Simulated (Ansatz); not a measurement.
## Profile along the Ni–Si line in NiSi2 (fluorite type, space group Fm-3m)

NiSi2 (fluorite type, space group Fm-3m)

```
CELL_PARAMETERS angstrom
      0.00000     2.69483     2.69483
      2.69483     0.00000     2.69483
      2.69483     2.69483     0.00000
ATOMIC_POSITIONS crystal
  Ni 0.00000 0.00000 0.00000
  Si 0.25000 0.25000 0.25000
  Si 0.75000 0.75000 0.75000
```

Fields along a shortest Ni–Si line of a {110} plane (2.33 Å), from Ni to Si, interpolated on the slice's grid (step about 0.3 Å). All values below come from r2SCAN (plane waves to 500 eV, PAW, scalar-relativistic; Ansatz, a quantum-chemistry and plane-wave program). k mesh 15×15×15. Near the nuclei the fields are pseudised (PAW); where an atom keeps semicore shells as valence, they peak there. NiSi2 is run without spin polarisation. NiSi2 was relaxed with its symmetry unable to fall. The PAW data are Ansatz's earlier set.

```json
[
 {"distance from Ni (Å)": "0.00", "valence electron density (e/Å³)": "64.41", "electron localisation function": "x"},
 {"distance from Ni (Å)": "0.23", "valence electron density (e/Å³)": "37.94", "electron localisation function": "x"},
 {"distance from Ni (Å)": "0.47", "valence electron density (e/Å³)": "9.63", "electron localisation function": "x"},
 {"distance from Ni (Å)": "0.70", "valence electron density (e/Å³)": "1.87", "electron localisation function": "0.21"},
 {"distance from Ni (Å)": "0.93", "valence electron density (e/Å³)": "0.64", "electron localisation function": "0.22"},
 {"distance from Ni (Å)": "1.17", "valence electron density (e/Å³)": "0.48", "electron localisation function": "0.53"},
 {"distance from Ni (Å)": "1.40", "valence electron density (e/Å³)": "0.49", "electron localisation function": "0.75"},
 {"distance from Ni (Å)": "1.63", "valence electron density (e/Å³)": "0.43", "electron localisation function": "0.68"},
 {"distance from Ni (Å)": "1.86", "valence electron density (e/Å³)": "0.27", "electron localisation function": "x"},
 {"distance from Ni (Å)": "2.10", "valence electron density (e/Å³)": "0.15", "electron localisation function": "x"},
 {"distance from Ni (Å)": "2.33", "valence electron density (e/Å³)": "0.12", "electron localisation function": "x"}
]
```

x: too close to a nucleus for the ELF to mean much.

Density on the Ni–Si line (2.33 Å) at its midpoint: 0.48 e/Å³. ELF at that point: 0.5. ELF maximum in the middle third of the Ni–Si line: 0.75, 1.5 Å from Ni.
